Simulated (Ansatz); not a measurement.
TaCuN2: a fit and a missing row

TaCuN2, R-3m, a = 3.139 Å, c = 17.388 Å. The structure is a COD entry; whether it is the stable form wasn't checked. Ansatz: r2SCAN, PAW, 500 eV, Γ-centred 12×12×12 mesh on 4 atoms, Gaussian smearing 0.02 eV; no spin polarisation. Shape and atoms are relaxed at each volume; pressure is positive in compression.

```
V (Å³/atom) P (GPa)
     11.624    15.23
     11.995     7.04
     12.366     0.00
     12.737    -6.05
     13.108        ?
```

Q: Take V0 = 12.366 Å³/atom, fit the third-order Birch–Murnaghan form to the other rows, and predict the missing pressure.

A: With the Eulerian strain f = ½[(V0/V)^(2/3) − 1] and y = P/[3f(1 + 2f)^(5/2)], the form is the line y = B0 + 1.5 B0 (B0′ − 4) f. Rows (f, y): 0.02106, 217.4; 0.01026, 217.4; -0.00976, 217.1. Means f = 0.007187, y = 217.30; Σ(Δf)² = 0.0004891, ΣΔfΔy = 0.005084; the slope is their ratio. y = 217.2 + 10.39 f GPa, so B0 = 217.2 GPa and B0′ = 4 + 2 × (10.39)/(3 × 217.2) = 4.03. At V = 13.108, f = -0.01905, y = 217.00 and P = -11.25 GPa. The run gave -11.23 GPa, so the fit is 0.02 GPa too low, a small miss on the scale of the series. The form still works here, 33 % of the fitted range beyond its end.

Spin–orbit coupling is left out, which can shift energies with elements as heavy as these.

Cost: 5 runs of about 11 core-minutes in all, on Intel Xeon Platinum 8375C (Ice Lake) (shared hosts).